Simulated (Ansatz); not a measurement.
## HfO2 with Si replacing Hf: what each run costs

HfO2 with Si replacing Hf, neutral cell. Cell: 24 atoms, space group Fm-3m, a = 7.234 Å, b = 7.234 Å, c = 7.234 Å, α = 60.00°, β = 60.00°, γ = 60.00°.

All runs are DFT with Ansatz 0.2.0 on 1 thread of Arm Neoverse V2 (aarch64; 8 cores open to the job, memory cap 3.0 GiB, no GPU), a shared host.

Problem. Rank the runs by wall time, shortest first.
A. relaxation of the ions, PBE, 420 eV, 3×3×3 k-points, smearing 0.01 eV
B. single point at relaxed positions, r2SCAN, 500 eV, 3×3×3 k-points, smearing 0.01 eV
C. single point, PBE, 420 eV, 3×3×3 k-points, smearing 0.01 eV

Solution. C (23 s, 0.72 GiB), B (45 s, 1.3 GiB), A (65 s, 0.7 GiB).
